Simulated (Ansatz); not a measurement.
In:
Space group I4/mmm (No. 139); a = b = 3.2209 Å, c = 5.0518 Å, α = β = γ = 90.00°

```json
[
 {"atom": "In", "site": "2a", "symmetry": "4/mmm", "x": "0.0000", "y": "0.0000", "z": "0.0000"}
]
```
(The calculation used a cell of 1 atom; values per cell refer to that cell.)

Relaxed at zero pressure with r²SCAN (plane waves, PAW; program Ansatz).

Problem. The volume is raised by 6 % and shape and atoms relax at that volume. What pressure results, and how do the axes share the change?

Solution. -2.1 GPa; a 1.3 %, b 1.3 %, c 3.2 %; the energy rises by 11 meV/atom.

Problem. Give the new structure.

Solution. 
Space group I4/mmm (No. 139); a = b = 3.264 Å, c = 5.216 Å, α = β = γ = 90.00°

```json
[
 {"atom": "In", "site": "2a", "symmetry": "4/mmm", "x": "0.0000", "y": "0.0000", "z": "0.0000"}
]
```

The phase is kept; no other phase was compared at this pressure.

Symmetry was held in the r²SCAN relaxation. Axis ratios of metals converge slowly with the k-mesh, so a and c are less sure than the volume.

Potentials: the later of the program's two PAW sets.
